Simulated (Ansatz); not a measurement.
A geometry of Ti$_{3}$Al away from equilibrium: step 4 of the relaxation of a randomly generated symmetric cell of Ti3Al (space group No. 108). These are PBE (plane waves to 420 eV, PAW, scalar-relativistic; Ansatz, a program for electronic structure) values and carry that method's errors. Γ-centred k-mesh 7×7×7 on the run's cell (coarser than for final values), Fermi–Dirac smearing 0.05 eV. The plane waves were selected for a different cell earlier on the path.

```xyz
8
Lattice="-3.3053 3.3053 3.0015 3.3053 -3.3053 3.0015 3.3053 3.3053 -3.0015" Properties=species:S:1:pos:R:3 pbc="T T T"
Al     0.0000     0.0000     1.0240
Al     0.0000     0.0000     4.0255
Ti     3.3053     0.0000     0.5071
Ti     0.0000     3.3053     0.5071
Ti    -1.5476     1.7576     2.5168
Ti     4.8529     1.5476    -0.4847
Ti     1.5476     1.7576    -0.4847
Ti     1.7576     1.5476     2.5168
```

Problem. Give the Cartesian forces on all atoms (eV/Å).

Solution. 
```
atom     Fx     Fy     Fz
----  -----  -----  -----
Al1    0.00   0.00  -0.49
Al2    0.00   0.00  -0.49
Ti3    0.00   0.00   2.14
Ti4    0.00   0.00   2.14
Ti5   -0.80  -0.80  -0.82
Ti6    0.80   0.80  -0.82
Ti7    0.80  -0.80  -0.82
Ti8   -0.80   0.80  -0.82
```

The path ends in P4/mmm (No. 123). No spin polarisation in the result.

The run could not lose the symmetry of its start, so the end can be a saddle point.

The end of the path is a generated cell of Ti3Al: the first start was made by a random draw of sites in a space group, and the end was not matched to a known phase here, so it may be hypothetical. Known forms of Ti3Al include space group No. 194.
